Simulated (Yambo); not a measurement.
LiBr (wurtzite, space group P6_3mc, No. 186), G0W0@LDA (Yambo, plasmon pole, terminator in G, 3×3×2 mesh): gap Γ → Γ in eV by bands and screening block.

```csv
bands (W and G),2 Ry,3 Ry,5 Ry,6 Ry,8 Ry
33,…,7.28,7.36,7.37,7.39
58,7.12,7.18,7.32,7.34,7.38
92,7.08,7.16,7.34,7.37,…
132,7.07,7.16,7.35,7.39,7.46
174,7.07,7.16,7.36,…,7.49
```

Task: Estimate the withheld gaps from their neighbours; the computed values follow.

Result: 
- 33, 2 Ry: 7.25
- 92, 8 Ry: 7.43
- 174, 6 Ry: 7.40

The largest settings aren't shown to be the converged limit.

Spin-orbit coupling is not included.

Geometry relaxed with LDA; primitive cell a = b = 4.046 Å, c = 6.482 Å, α = β = 90.00°, γ = 120.00°.

This is not the ordinary phase of the substance; no match was found in the copy of COD used, and its stability was not checked.
